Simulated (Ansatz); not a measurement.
The relaxed structure here is a generated cell of KMgBr3: the first start was made by placing the elements on the sites of a structure type, and the end was not matched to a known phase here, so it may be hypothetical.

The start is a generated cell, KMgBr3 placed in the GdFeO3 structure type. A full variable-cell relaxation at zero pressure is run with r2SCAN (plane waves to 500 eV, PAW, scalar-relativistic; Ansatz, a program for electronic structure). The first steps use a coarse 3×2×3 k-mesh.

Starting cell:
```yaml
crystal:
  lattice:
    - [7.40061, 0.00000, 0.00000]
    - [0.00000, 10.44226, 0.00000]
    - [0.00000, 0.00000, 7.37591]
  atoms:
    - { symbol: K, position: [0.48770, 0.25000, 0.99160] }
    - { symbol: K, position: [0.98770, 0.25000, 0.50840] }
    - { symbol: K, position: [0.51230, 0.75000, 0.00840] }
    - { symbol: K, position: [0.01230, 0.75000, 0.49160] }
    - { symbol: Mg, position: [0.00000, 0.00000, 0.00000] }
    - { symbol: Mg, position: [0.50000, 0.50000, 0.50000] }
    - { symbol: Mg, position: [0.00000, 0.50000, 0.00000] }
    - { symbol: Mg, position: [0.50000, 0.00000, 0.50000] }
    - { symbol: Br, position: [0.03130, 0.25000, 0.05860] }
    - { symbol: Br, position: [0.53130, 0.25000, 0.44140] }
    - { symbol: Br, position: [0.96870, 0.75000, 0.94140] }
    - { symbol: Br, position: [0.46870, 0.75000, 0.55860] }
    - { symbol: Br, position: [0.28800, 0.53700, 0.21300] }
    - { symbol: Br, position: [0.78800, 0.96300, 0.28700] }
    - { symbol: Br, position: [0.71200, 0.03700, 0.78700] }
    - { symbol: Br, position: [0.21200, 0.46300, 0.71300] }
    - { symbol: Br, position: [0.71200, 0.46300, 0.78700] }
    - { symbol: Br, position: [0.21200, 0.03700, 0.71300] }
    - { symbol: Br, position: [0.28800, 0.96300, 0.21300] }
    - { symbol: Br, position: [0.78800, 0.53700, 0.28700] }
```

Q: Which atoms feel the largest initial force, and how large is it?

A: 0.29 eV/Å, on K1, K2, K3, K4, Br9, Br10, Br11, Br12 (atoms numbered as listed).

Q: By how much does the energy per atom fall from start to end?

A: 16 meV/atom.

Q: How do the shortest distances between atoms change?

A: The closest pairs of elements (up to four, under 3.6 Å), start → end: Br–Mg 2.66 → 2.68 Å; Br–K 3.16 → 3.28 Å.

The space group stays Pnma (No. 62) (the run could not lower it); the end is AFLOW prototype AB3C_oP20_62_c_cd_a (as in CaTiO3), with 20 atoms in the primitive cell. Final values are on a 4×3×4 k-mesh of the relaxed cell. No spin polarisation in the result.

The run could not lose the symmetry of its start, so the end can be a saddle point.
